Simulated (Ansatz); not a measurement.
Q: ZnCu2GeS4 in space group I-4 (No. 82; Pearson symbol tI16) is relaxed with DFT-PBE in the program Ansatz with PAW potentials. What lattice parameters of the conventional cell result?

A: a = 5.360 Å, c = 10.651 Å.

Q: Give the free coordinates with the occupied sites.

A: In one choice of origin and axes:

```
atom  site  symmetry       x       y       z
----  ----  --------  ------  ------  ------
Cu      2a      -4..  0.0000  0.0000  0.0000
Cu      2c      -4..  0.0000  0.5000  0.2500
Zn      2d      -4..  0.5000  0.0000  0.2500
Ge      2b      -4..  0.0000  0.0000  0.5000
S       8g         1  0.2431  0.2521  0.3768
```

Q: Is it a metal or does it have a gap at this level?

A: A gap of 0.47 eV, direct.

The PBE relaxation kept the symmetry of its start. The run is not spin-polarised. Spin–orbit coupling is left out wherever it is not named.

Potentials: the later of the program's two PAW sets.
